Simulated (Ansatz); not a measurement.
## Lattice vibrations of Ca₃CrSe₄ at Γ

Computed with DFT PBE, scalar-relativistic, plane waves, PAW in Ansatz 0.2.0. Settings: 420 eV plane-wave cutoff, Γ-centred 6×6×6 mesh, Gaussian smearing of 0.10 eV. Collinear spin, site moments 0.0, 0.0, 0.0, 3.8, 0.0, 0.0, 0.0, 0.0 μB. Phonons by linear response, acoustic sum rule imposed.

The cell, relaxed at this level:
```xyz
8
Lattice="5.8213 0.0000 0.0000 0.0000 5.8213 0.0000 0.0000 0.0000 5.8213" Properties=species:S:1:pos:R:3 pbc="T T T"
Ca    0.0000    2.9106    2.9106
Ca    2.9106    0.0000    2.9106
Ca    2.9106    2.9106    0.0000
Cr    0.0000    0.0000    0.0000
Se    2.9106    0.0000    0.0000
Se    0.0000    2.9106    0.0000
Se    0.0000    0.0000    2.9106
Se    2.9106    2.9106    2.9106
```

The structure comes from a generated guess, relaxed at this level; another structure or a mixture of phases may lie lower. In a metal, frequencies depend on the k mesh and the smearing, soft modes most.

Optical modes at Γ:
| frequency (cm⁻¹) | degeneracy |
| --- | --- |
| 26 | 3 |
| 73 | 3 |
| 75 | 3 |
| 112 | 3 |
| 200 | 3 |
| 208 | 3 |
| 216 | 3 |

All 21 optical modes at Γ are real: no displacement of atoms at fixed cell lowers the energy to second order. Strains and modes at other wave vectors aren't tested by this run.
